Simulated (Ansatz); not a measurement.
# WC-type EuSb

The computed numbers are results of PBE, scalar-relativistic (collinear spin) in the plane-wave PAW code Ansatz at 420 eV, Γ-centred 10×10×4 mesh, 0.05 eV Gaussian smearing; PAW files: Ansatz's generated set soft_2.

```cif
data_structure
_symmetry_space_group_name_H-M 'P 1'
_symmetry_Int_Tables_number 1
_cell_length_a 4.2141
_cell_length_b 4.2141
_cell_length_c 8.8083
_cell_angle_alpha 90.000
_cell_angle_beta 90.000
_cell_angle_gamma 120.000
_cell_volume 135.47
loop_
_atom_site_label
_atom_site_type_symbol
_atom_site_fract_x
_atom_site_fract_y
_atom_site_fract_z
_atom_site_occupancy
Eu1 Eu 0.00000 0.00000 0.00000 1
Sb1 Sb 0.66667 0.33333 0.25000 1
Eu2 Eu 0.00000 0.00000 0.50000 1
Sb2 Sb 0.66667 0.33333 0.75000 1
```

This is a trial structure made by placing the elements on a prototype's sites, so it needn't be the stable form.

Magnetic state: antiferromagnetic, site spin moments Eu 6.74, -6.74 μB.

The geometry was relaxed with PBE and stays fixed; the gap of the first row includes a band path, the others are on their meshes. A negative pressure means that the level wants a smaller cell.

| level | k-mesh | gap (eV) | P (GPa) | largest spin moment (μB) | f electrons (Löwdin) |
| --- | --- | --- | --- | --- | --- |
| PBE | 10×10×4 | metal | 0.0 | 6.74 | 6.77 |

Q: What do the gap, the largest spin moment and the pressure become under PBEsol (10×10×4)?

A: Gap zero (metallic), pressure -2.2 GPa, largest spin moment 6.73 μB.

Q: And under LDA (10×10×4): gap, the largest spin moment, pressure?

A: Gap zero (metallic), pressure -3.7 GPa, largest spin moment 6.73 μB.

**Why the levels differ.**

To first order a pressure P at this geometry moves the equilibrium volume by ΔV/V ≈ P/B0, with B0 = 34 GPa from PBE's equation of state: PBEsol −2.24/33.9 = −6.6 %, about 31.6 Å³/atom; LDA −3.73/33.9 = −11.0 %, about 30.1 Å³/atom (from 33.87). These are estimates, not relaxations, and those over 6 % overshoot where the cell shrinks, since it stiffens.

The pressures rise from LDA over PBEsol to PBE. The gradient terms favour an uneven density and so weaken the binding; PBEsol's are smaller than PBE's, and LDA has none.

No row holds spin–orbit coupling, which matters for elements this heavy.

Without a U the 4f levels of Eu lie too near the Fermi level, so their share of the states there, and what hangs on it, is overstated. The run wasn't fully tested for a lower electronic state.

Pressures are a third of the stress tensor's trace.
